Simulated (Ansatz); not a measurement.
A plane-wave DFT run in Ansatz 0.2.0 (scalar-relativistic PAW potentials unless the input names others): input and command.

```yaml
crystal:
  lattice:
    - [0.0, 4.533373394, 4.533373394]
    - [4.533373394, 0.0, 4.533373394]
    - [4.533373394, 4.533373394, 0.0]
  atoms:
    - { symbol: K, position: [0.75, 0.75, 0.75] }
    - { symbol: K, position: [0.25, 0.25, 0.25] }
    - { symbol: Cs, position: [0.5, 0.5, 0.5] }
    - { symbol: Al, position: [0.0, 0.0, 0.0] }
    - { symbol: F, position: [0.7995134035, 0.2004865965, 0.2004865965] }
    - { symbol: F, position: [0.2004865965, 0.2004865965, 0.7995134035] }
    - { symbol: F, position: [0.2004865965, 0.7995134035, 0.7995134035] }
    - { symbol: F, position: [0.2004865965, 0.7995134035, 0.2004865965] }
    - { symbol: F, position: [0.7995134035, 0.2004865965, 0.7995134035] }
    - { symbol: F, position: [0.7995134035, 0.7995134035, 0.2004865965] }
kpoints:
  mp_grid: { grid: [6, 6, 6] }
hamiltonian:
  xc: lda
scf:
  occupations: { method: gaussian, width: 0.05 }
output:
  forces: true
  eigenvalues: true
  stress: true
```

```bash
ansatz run input.yaml --threads 2 --pin off --max-ram 5120MiB --backend cpu --events-out ev --progress --plain --runs-dir out
```

Abridged log:
```
Basis set: ecut = 420 eV, 3695 PW (Γ)
Bands: 46, of which v1, the nominal top of the filled ones, is band 36 counted from 1 (35 counted from 0)
Symmetry: 48 space group operations
k-points: 16 of 216
SCF iter   1: F=—  HF=-13787.105903 eV  |F-HF|=—  |Δ(HF+E_count)|=         —  Δρ=1.45e-2  dr2=2.84e-1  ethr=1.77e-3  ⟨swp⟩=8.6  Hψ=3552  notcnv=0  defer=6
SCF iter   2: F=—  HF=-13787.026366 eV  |F-HF|=—  |Δ(HF+E_count)|=   7.95e-2  Δρ=4.38e-3  dr2=1.15e-2  ethr=3.94e-4  ⟨swp⟩=2.1  Hψ=1517  notcnv=0  defer=34
SCF iter   3: F=—  HF=-13787.023120 eV  |F-HF|=—  |Δ(HF+E_count)|=   3.25e-3  Δρ=1.70e-3  dr2=3.16e-3  ethr=1.60e-5  ⟨swp⟩=2.0  Hψ=995  notcnv=0  defer=19
automatic band count: iteration 3 solves 45 bands in place of 46: the levels show a gap, and the empty bands left out lie too high to hold charge; the band table lists the bands solved (type scf.n_extra_bands for more)
SCF iter   4: F=—  HF=-13787.022270 eV  |F-HF|=—  |Δ(HF+E_count)|=   8.51e-4  Δρ=3.30e-4  dr2=1.59e-4  ethr=4.39e-6  ⟨swp⟩=1.0  Hψ=701  notcnv=0  defer=19
SCF iter   5: F=—  HF=-13787.022244 eV  |F-HF|=—  |Δ(HF+E_count)|=   2.55e-5  Δρ=3.98e-5  dr2=4.11e-6  ethr=2.21e-7  ⟨swp⟩=2.0  Hψ=1228  notcnv=0  defer=19
SCF iter   6: F=—  HF=-13787.022379 eV  |F-HF|=—  |Δ(HF+E_count)|=   1.35e-4  Δρ=8.58e-6  dr2=1.53e-7  ethr=5.71e-9  ⟨swp⟩=3.0  Hψ=1295  notcnv=0  defer=19
SCF iter   7: F=-13787.022379 eV  HF=-13787.022379 eV  |F-HF|=5.22e-10  |Δ(HF+E_count)|=   1.97e-9  Δρ=1.80e-6  dr2=7.39e-9  ethr=1.39e-10  ⟨swp⟩=7.7  Hψ=2998  notcnv=0
SCF 1 converged in 7 iterations: F = -13787.022379 eV  dr2 = 7.39e-9
SCF converged after 7 iterations
Free energy (F): -13787.022379 eV
Harris-Foulkes:  -13787.022379 eV  (|F-HF|=5.22e-10)
Internal energy: -13787.022379 eV  (E = F + TS)
E sigma→0 (E₀):  -13787.022379 eV
Fermi energy:    3.717850 eV
--- Forces (eV/Å), atoms counted from 1 ---
  atom   1  K      0.00000000     0.00000000     0.00000000
  atom   2  K      0.00000000     0.00000000     0.00000000
  atom   3  Cs     0.00000000     0.00000000     0.00000000
  atom   4  Al     0.00000000     0.00000000     0.00000000
  atom   5  F     -0.21545390     0.00000000     0.00000000
  atom   6  F      0.00000000     0.00000000    -0.21545390
  atom   7  F      0.21545390     0.00000000     0.00000000
  atom   8  F      0.00000000    -0.21545390     0.00000000
  atom   9  F      0.00000000     0.21545390     0.00000000
  atom  10  F      0.00000000     0.00000000     0.21545390
--- Stress (GPa, compression-positive) ---
       -2.848618       0.000000       0.000000
        0.000000      -2.848618       0.000000
        0.000000       0.000000      -2.848618
  P = ⅓ Tr σ = -2.8486 GPa (-28.486 kbar)
```

Apart from outputs and empty bands, the input differs from a reference run on usual settings in hamiltonian.xc: "pbesol" → "lda"; basis.ecutwfc: 420 → not typed. The reference, at the same geometry, gave pressure -0.02 GPa, largest force 0.000 eV/Å, gap on the mesh 5.77 eV. This run converged in 7 SCF iterations (reference: 6) with a total energy on another zero, pressure -2.85 GPa, largest force 0.215 eV/Å, gap on the mesh 5.52 eV.

Time: 3.2 s on 2 threads of Intel(R) Xeon(R) CPU @ 2.60GHz (Ice Lake), on a shared host, peak memory 0.54 GiB.